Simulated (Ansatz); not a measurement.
Computed with Ansatz, DFT PBE, scalar-relativistic, plane waves, PAW. Settings: cutoff 420 eV, Γ-centred meshes spaced at most about 0.3 Å⁻¹, and about 0.25 Å⁻¹ or finer for metals (2π included), Gaussian smearing. Collinear spin in cells that started with moments and kept them past the coarse steps, no spin elsewhere.

All energies are static (0 K, no zero-point motion).

Compare these two cells of Mg3NbO2, each relaxed at this level.

A. (site moments Nb 2.1 μB)

```xyz
6
Lattice="6.5578 0.0000 0.0000 -3.2789 5.6792 0.0000 0.0000 0.0000 3.1195" Properties=species:S:1:pos:R:3 pbc="T T T"
Mg    3.2789    0.0000    1.5598
Mg   -1.6394    2.8396    1.5598
Mg    1.6394    2.8396    1.5598
Nb    0.0000    0.0000    1.5598
O     0.0000    3.7861    1.5598
O     3.2789    1.8931    1.5598
```

B. (no spin)

```xyz
6
Lattice="5.8670 0.0000 0.0000 -2.9335 5.0809 0.0000 0.0000 0.0000 2.7503" Properties=species:S:1:pos:R:3 pbc="T T T"
Mg    2.9335    0.0000    1.3752
Mg   -1.4667    2.5405    1.3752
Mg    1.4667    2.5405    1.3752
Nb    0.0000    0.0000    0.0000
O     0.0000    3.3873    0.0000
O     2.9335    1.6936    0.0000
```

Question: Which is lower in energy, and by how much?

Answer: B is lower, by 0.45 eV/atom. A has space group P6/mmm (No. 191), 19.4 Å³/atom and no gap on its mesh; B has space group P6/mmm (No. 191), 13.7 Å³/atom and no gap. Counting O atoms around Mg and Nb (those within 1.25 times the shortest such distance or 1.15 times the sum of covalent radii; the shortest distance is added where it is long for a bond), A has Mg 2, Nb 6 from 3.8 Å and B has Mg 4, Nb 6 from 3.4 Å. Their magnetic states differ too. The denser one is the lower, and pressure would at first widen the difference. In A, Mg has 2 O at 1.89 Å, 6 Mg at 3.12–3.28 Å and 2 Nb at 3.28 Å; Nb is surrounded by 2 Nb at 3.12 Å, 6 Mg at 3.28 Å and 6 O at 3.79 Å; around O lie 3 Mg at 1.89 Å, 2 O at 3.12 Å, 6 Mg at 3.65 Å, 3 Nb at 3.79 Å and 3 O at 3.79 Å. In B, Mg has 4 O at 2.18 Å, 2 Mg at 2.75 Å, 4 Mg at 2.93 Å and 4 Nb at 3.24 Å; around Nb lie 2 Nb at 2.75 Å and 12 Mg at 3.24 Å; around O lie 6 Mg at 2.18 Å. Both come from invented guesses.

In P6/mmm at 13.7 Å³/atom an odd number of electrons in the primitive cell allows no gap without spin; a larger cell or a magnetic state could open one. A magnetic state wasn't ruled out in cells without spin, among them P6/mmm at 13.7 Å³/atom. Another magnetic order may lie lower. Cells relaxed within their symmetry can be saddle points.
